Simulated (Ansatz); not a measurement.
Starting cell, Al (fcc, Cu type):

```xyz
4
Lattice="4.0400 0.0000 0.0000 0.0000 4.0400 0.0000 0.0000 0.0000 4.0400" Properties=species:S:1:pos:R:3 pbc="T T T"
Al     0.0000     0.0000     0.0000
Al     2.0200     2.0200     0.0000
Al     2.0200     0.0000     2.0200
Al     0.0000     2.0200     2.0200
```

In this cell atom 1 (Al, nearest neighbour Al at 2.857 Å; its periodic images, 4.0 Å or more away, move with it) is moved by s along Cartesian [111], unit vector (0.577, 0.577, 0.577); all other atoms and the cell stay fixed.

Computed with PBE (plane waves to 420 eV, PAW, scalar-relativistic; Ansatz, a program for electronic structure). k mesh 9×9×9 (Γ-centred), Fermi-Dirac smearing 0.05 eV. Energies are smeared free energies. With partly filled bands, energies and forces of such displacements shift with the k mesh and the smearing. On this mesh the relaxed cell isn't quite at rest: it carries a pressure of 0.2 GPa (compression positive) at the zero of the scan. Al was relaxed with its symmetry unable to fall. The PAW data are Ansatz's earlier set. ΔE is measured from the undisplaced structure. The last digit holds for this mesh only.

```tsv
s (Å)	ΔE (meV/cell)
-0.570	901.2
-0.456	535.2
-0.342	281.1
-0.228	118.3
-0.114	28.6
0.000	0.0
0.114	28.6
0.228	118.3
0.342	281.1
0.456	535.2
0.570	901.2
```

### Question
What force constant k = d²E/ds² at s = 0 does the table give?

### Answer
4.4 eV/Å². It is the second difference of the nearest points, corrected with the next pair.

### Question
With k = 4.35 eV/Å² from the forces, is the well harmonic out to s = 0.570 Å?

### Answer
½ks² = 706 meV/cell against the computed 901 meV/cell, so the well is stiffer than harmonic there.

(For displaced atoms, the force is minus the slope of the energy, and its curvature is a force constant, which sets phonon frequencies.)
